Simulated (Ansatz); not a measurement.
Ta2C:
```
CELL_PARAMETERS angstrom
      3.50207     0.00000     0.00000
      0.00000     3.50207     0.00000
      0.00000     0.00000     6.50793
ATOMIC_POSITIONS crystal
  Ta 0.00000 0.00000 0.00000
  Ta 0.50000 0.50000 0.00000
  Ta 0.50000 0.00000 0.36769
  Ta 0.00000 0.50000 0.63231
  C  0.50000 0.00000 0.72588
  C  0.00000 0.50000 0.27412
```

Relaxed with r²SCAN. Special points in fractions of this cell's reciprocal vectors: Γ (0.000, 0.000, 0.000); X (0.000, 0.500, 0.000); M (0.500, 0.500, 0.000); Z (0.000, 0.000, 0.500); R (0.000, 0.500, 0.500); A (0.500, 0.500, 0.500).

Task: List the band energies nearest the Fermi level at these points for r²SCAN with spin–orbit coupling (plane waves, PAW; program Ansatz).

Result: In eV from the Fermi level; about four levels below and three above (degenerate sets whole), none deeper than 8.9 eV; points with the same levels are listed once.

| k | below | above |
|---|---|---|
| Γ | -0.62 -0.62 -0.31 -0.31 | 0.08 0.08 0.47 0.47 |
| X | -0.34 -0.34 -0.34 -0.34 | 1.36 1.36 1.36 1.36 |
| M | -1.39 -1.39 -1.39 -1.39 | 2.33 2.33 2.33 2.33 |
| Z | -1.00 -1.00 -0.66 -0.66 | 0.28 0.28 1.23 1.23 |
| R | -0.15 -0.15 -0.15 -0.15 | 0.91 0.91 0.91 0.91 |
| A | -2.48 -2.48 -2.48 -2.48 | 2.25 2.25 2.25 2.25 |

Space group P4/nmm. The cell is a constructed one: a structure type filled with these elements; neither database checked (COD, Materials Project) lists it. COD files the formula under space group No. 164. Its standing as an ambient phase is unchecked. Symmetry was held in the r²SCAN relaxation; its stability against distortions is not shown here. The run is not spin-polarised.

Potentials: the later of the program's two PAW sets.
